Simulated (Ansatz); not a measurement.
In LDA (plane waves, PAW; program Ansatz), SiGeO3 in the tetragonal phase (P4mm; Si on 1b, Ge on 1a, O on 2c, O on 1b) relaxes to a = 3.389 Å, c = 4.284 Å. Its formation energy from the elements is -1987 meV/atom, with no fitted shifts.

The Kohn–Sham gap is 1.63 eV (indirect). The valence maximum lies at X and the conduction minimum at Z. The electron mass is 0.32, 0.46, 0.46 mₑ (principal values). The hole mass is 0.25, 0.49, 1.9 mₑ (principal values).

Perturbation theory gives ε∞ = 5.86 (xx = yy), 4.99 (zz). Born charges are Si +4.05, Ge +3.75, O -2.72 to -2.54 e. The phonon dispersion is unstable, down to 182i cm⁻¹. Without the LO–TO term the highest mode at Γ lies at 110.5 meV.

The start of the workflow was typed in or built on a structure type; neither database checked (COD, Materials Project) lists it. Whether it is the stable phase at ambient conditions was not checked. Symmetry was held in the LDA relaxation. A crystal of weakly bound units computed without a dispersion correction: the cell and the soft elastic constants depend strongly on that. The references are the lowest solids computed at this level, not always the standard phases (solids in place of the gases). Spin–orbit coupling is left out wherever it is not named.

Potentials: the earlier of the program's two PAW sets. The files were generated under PBE; for other functionals the program regenerates the frozen cores, and for LDA and PBEsol the local potential too.
